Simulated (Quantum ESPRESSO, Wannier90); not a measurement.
## Cu3Pd (Cu3Au type): Wannier90 run

```xyz
4
Lattice="3.6719 0.0000 0.0000 0.0000 3.6719 0.0000 0.0000 0.0000 3.6719" Properties=species:S:1:pos:R:3 pbc="T T T"
Cu     0.0000     1.8360     1.8360
Cu     1.8360     0.0000     1.8360
Cu     1.8360     1.8360     0.0000
Pd     0.0000     0.0000     0.0000
```

Materials Project entry mp-580357; symmetrised, unrelaxed at this level. COD (Crystallography Open Database) has the formula in 3 space groups, this one among them (matched by group alone). Level: PBEsol, no spin polarisation, no spin-orbit coupling; pw.x of Quantum ESPRESSO at 74 Ry with PseudoDojo potentials, 4×4×4 k-points, Wannier90. Density: 12×12×12 mesh, cold smearing 0.01 Ry.

A tight-binding model is made by disentanglement and projection with no localisation steps (num_iter = 0), so the 36 orbitals stay atom-like: hydrogen-like Cu: s;p;d; Pd: s;p;d, axes along x, y, z; frozen window up to 1.50 eV relative to the Fermi level. It follows pw.x to 7.6 meV rms for states up to 1.0 eV relative to the Fermi level. Matrix elements depend on this choice of orbitals and windows. Bands 5–13 (Cu 3p 100 %) lie between the kept ones and are excluded.

### Question
What are the on-site energies relative to the Fermi level, and how fast do the hoppings decay?

### Answer
| atom | orbitals | energy (eV) |
|---|---|---|
| Cu1 | s | 4.13 |
| Cu1 | pz py | 8.90 |
| Cu1 | px | 11.67 |
| Cu1 | dz2 dx2-y2 | -2.36 |
| Cu1 | dxz dyz dxy | -2.46 |
| Cu2 | s | 4.13 |
| Cu2 | pz | 8.90 |
| Cu2 | px | 8.88 |
| Cu2 | py | 11.68 |
| Cu2 | dz2 dx2-y2 | -2.36 |
| Cu2 | dxz dyz dxy | -2.47 |
| Cu3 | s | 4.13 |
| Cu3 | pz | 11.68 |
| Cu3 | px py | 8.88 |
| Cu3 | dz2 | -2.38 |
| Cu3 | dxz dyz dxy | -2.46 |
| Cu3 | dx2-y2 | -2.35 |
| Pd4 | s | -82.29 |
| Pd4 | pz px py | -48.87 |
| Pd4 | dz2 dx2-y2 | -2.21 |
| Pd4 | dxz dyz dxy | -2.23 |

```tsv
distance of the centres (Å)	largest modulus (eV)
2–3	2.8
3–4	0.62
4–5	0.17
5–6	0.26
6–7	0.073
```
